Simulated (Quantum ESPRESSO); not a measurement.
## One change at a time to In4Sc2TiW

These are calculations, not measurements. They come from Quantum ESPRESSO 7.5, a public plane-wave density functional program. Each row is one single-point run on a made-up periodic cell of eight metal atoms, with elements, volume, strain and displacements drawn at random and not relaxed, so a cell may be unstable or far from any real phase. There is no spin polarisation or spin-orbit coupling.

Settings: PBE unless stated; PseudoDojo standard norm-conserving files; Fermi-Dirac width 0.25 eV, which means electrons at about 2900 K; cutoff 1143 eV; 8 x 5 x 3 k mesh shifted half a step off Gamma. E is the free energy of the whole cell (internal energy minus TS), so a -TS column is already part of it. Stress is positive in tension, and the pressure P is minus a third of its trace.

Checks: one run of this series was repeated at a higher cutoff and on a denser mesh, which moved values by no more than 0.005 eV, 0.14 GPa and 0.016 eV/Å, and a second program with other atomic files agreed on it to 2 % rms in force and 0.5 GPa in pressure. Known limits: heavy elements are run without spin-orbit coupling, which real alloys of them have; a spin test at this wide smearing found no moment, but such smearing suppresses magnetism that the real alloy may have.

The lattice is hexagonal close-packed, and the cell vectors in Å are (-3.091, 0.000, 0.000); (0.000, 5.354, 0.000); (1.545, -2.677, -10.330), a volume of 170.93 Å³ in run 1. The elements on sites 1 to 8 are In Sc Sc W Ti In In In. Each later run makes one change to run 1 and keeps the rest. E is counted from run 1, and is n/a where other atomic files have another zero of energy.

| run | change | V (Å³) | P (GPa) | -TS (eV) | rms force (eV/Å) | largest change of a force component (eV/Å) | E (eV) |
|---|---|---|---|---|---|---|---|
| 1 | none | 170.93 | -1.26 | -1.464 | 0.446 | 0.000 | 0.000 |
| 2 | sites 3 and 7 exchanged | 170.93 | 0.69 | -1.657 | 0.561 | 0.762 | 0.735 |
| 3 | all lengths scaled by -1.56 % | 163.05 | 2.95 | -1.392 | 0.509 | 0.233 | ? |
| 4 | PBEsol in place of PBE | 170.93 | -5.03 | -1.471 | 0.431 | 0.092 | n/a |
| 5 | Mo on site 8 | 170.93 | -6.28 | -1.747 | 0.520 | 1.067 | n/a |
| 6 | site 3 moved by -0.09 Å along y | 170.93 | -1.18 | -1.472 | 0.507 | 0.540 | 0.060 |

## Worked estimate

Along a uniform scaling dE = -P dV. The mean of the two pressures is 0.845 GPa and the volume changes by -7.88 Å³, with 160.2 GPa to one eV/Å³. The same two rows give -V dP/dV = 89 GPa for this cell with clamped atoms, which is not the bulk modulus of a real alloy.

## Withheld value

Question: what E should run 3 give?

The estimate is 0.042 eV. The calculation gave 0.038 eV. The mean of two end points misses the curvature of P, and the finite cutoff adds a little.
